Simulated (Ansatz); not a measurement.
# CaBHO3: checking a database structure before trusting its electric field gradients

The cell is an entry of the Crystallography Open Database (COD), atoms as given.

Space group P2_1/c (No. 14); a = 3.5624, b = 9.5225, c = 8.0438 Å, β = 111.02°.

| site | Wyckoff | site symmetry | x | y | z |
| --- | --- | --- | --- | --- | --- |
| Ca | 4e | 1 | 0.9215 | 0.5070 | 0.7126 |
| B | 4e | 1 | 0.7095 | 0.7637 | 0.4250 |
| H | 4e | 1 | 0.8820 | 0.1130 | 0.9380 |
| O13 | 4e | 1 | 0.6883 | 0.6206 | 0.4262 |
| O17 | 4e | 1 | 0.4790 | 0.8475 | 0.2908 |
| O21 | 4e | 1 | 0.0060 | 0.8331 | 0.5671 |

One atom of each set is listed.

The numbers come from a DFT calculation in Ansatz (PBE, plane waves and PAW, scalar-relativistic, 420 eV cutoff, Γ-centred 7×3×3 k-points, Fermi–Dirac smearing 0.02 eV).

(1) Do the atoms and the cell lie near the calculated equilibrium?

Results:

(1) No. The largest force is 4.8 eV/Å, on atom 8 (B: 3 O at 1.36–1.41 Å), and the pressure is 1.6 GPa, with principal stresses up to 11 GPa in size. Such values can come from imprecise or misplaced coordinates, missing atoms or a wrong setting of the space group; the run alone doesn't tell which, and gradients calculated on this entry can't be taken for those of the compound at ambient conditions.
